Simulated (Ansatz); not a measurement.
**ZnCu2SnSe4 (kesterite type, space group I-4), energy against volume**

ZnCu2SnSe4 (kesterite type, space group I-4)

```yaml
crystal:
  lattice:
    - [-2.88187, 2.88187, 5.76308]
    - [2.88187, -2.88187, 5.76308]
    - [2.88187, 2.88187, -5.76308]
  atoms:
    - { symbol: Cu, position: [0.00000, 0.00000, 0.00000] }
    - { symbol: Cu, position: [0.75000, 0.25000, 0.50000] }
    - { symbol: Zn, position: [0.25000, 0.75000, 0.50000] }
    - { symbol: Sn, position: [0.50000, 0.50000, 0.00000] }
    - { symbol: Se, position: [0.63877, 0.62946, 0.52869] }
    - { symbol: Se, position: [0.10077, 0.11008, 0.47131] }
    - { symbol: Se, position: [0.37054, 0.89923, 0.00931] }
    - { symbol: Se, position: [0.88992, 0.36123, 0.99069] }
```

The volume is varied about the relaxed value V₀ at fixed cell shape. The atoms relax within the cell's symmetry.

Calculation: PBE (plane waves to 420 eV, PAW, scalar-relativistic; Ansatz, a program for electronic structure). k mesh 8×8×8 (Γ-centred), Fermi-Dirac smearing 0.05 eV. Energies are smeared free energies. Compression counts positive. With the shape held, the modulus is that of even scaling; a crystal free to change shape is softer. At this level the bands of ZnCu2SnSe4 touch or barely overlap. The PAW data are Ansatz's earlier set. ZnCu2SnSe4 is run without spin polarisation. ZnCu2SnSe4 was relaxed with its symmetry unable to fall. ΔE is measured from the relaxed starting cell.

```json
[
 {"V (Å³/atom)": "20.103", "ΔE (meV/atom)": "150", "P (GPa)": "14.9"},
 {"V (Å³/atom)": "21.060", "ΔE (meV/atom)": "77", "P (GPa)": "9.8"},
 {"V (Å³/atom)": "22.017", "ΔE (meV/atom)": "31", "P (GPa)": "5.7"},
 {"V (Å³/atom)": "22.974", "ΔE (meV/atom)": "7", "P (GPa)": "2.5"},
 {"V (Å³/atom)": "23.932", "ΔE (meV/atom)": "0", "P (GPa)": "0.0"},
 {"V (Å³/atom)": "24.889", "ΔE (meV/atom)": "6", "P (GPa)": "-2.0"},
 {"V (Å³/atom)": "25.846", "ΔE (meV/atom)": "23", "P (GPa)": "-3.6"},
 {"V (Å³/atom)": "26.803", "ΔE (meV/atom)": "48", "P (GPa)": "-4.8"},
 {"V (Å³/atom)": "27.761", "ΔE (meV/atom)": "80", "P (GPa)": "-5.8"}
]
```

Summary:

Pressure at the smallest volume: 14.9 GPa
Energy cost of the largest compression: 150 meV/atom
Energy cost of the largest expansion: 80 meV/atom
Bulk modulus at fixed cell shape B₀ (third-order Birch-Murnaghan fit): 56.0 GPa
Pressure derivative B₀′ (fit): 4.8
Equilibrium volume of the fit: 23.93 Å³/atom
Pressure for 5 % compression (fit): 3.3 GPa

(Under strain, the slope of the energy per volume gives the stress and its curvature an elastic modulus.)
